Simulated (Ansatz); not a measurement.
GeS$_{2}$:
```
GeS2
1.0
    5.99780     0.00000     0.00000
    0.00000     5.99780     0.00000
    0.00000     0.00000     3.47334
Ge S
2 4
Direct
  0.00000   0.00000   0.00000
  0.50000   0.50000   0.50000
  0.31274   0.31274   0.00000
  0.81274   0.18726   0.50000
  0.18726   0.81274   0.50000
  0.68726   0.68726   0.00000
```

Relaxed with PBE. Special points in fractions of this cell's reciprocal vectors: Γ (0.000, 0.000, 0.000); X (0.000, 0.500, 0.000); M (0.500, 0.500, 0.000); Z (0.000, 0.000, 0.500); R (0.000, 0.500, 0.500); A (0.500, 0.500, 0.500).

Question: List the band energies nearest the Fermi level at these points for plane-wave PAW PBE (Ansatz code).

Answer: In eV from the Fermi level; about four levels below and three above (degenerate sets whole), none deeper than 8.9 eV; points with the same levels are listed once.

| k | below | above |
|---|---|---|
| Γ | -1.10 -1.10 -0.84 -0.54 -0.54 | 0.18 1.29 3.29 3.29 |
| X | -1.03 -1.03 -1.00 -1.00 | 0.80 0.80 3.46 3.46 |
| M | -1.44 -1.44 -1.16 -1.16 | 0.64 0.64 4.08 4.08 |
| Z | -1.66 -1.66 -1.57 -1.57 | 0.53 0.53 4.28 4.28 |
| R | -1.12 -1.12 -1.01 -1.01 | 1.28 1.28 2.05 2.05 |
| A | -1.42 -1.42 -0.84 -0.84 | 0.27 0.27 4.12 4.12 |

Space group P4_2/mnm (rutile). A made-up cell: these elements were put on the sites of a structure type; neither database checked (COD, Materials Project) lists it. COD files the formula under space group No. 14, 43, 82, 122, 217, so this cell is another polymorph or a model. Its standing as an ambient phase is unchecked. The PBE relaxation kept the symmetry of its start; its stability against distortions is not shown here. A small band overlap can be real or an error of a semilocal functional. Spin–orbit coupling is left out wherever it is not named.

Potentials: the later of the program's two PAW sets.
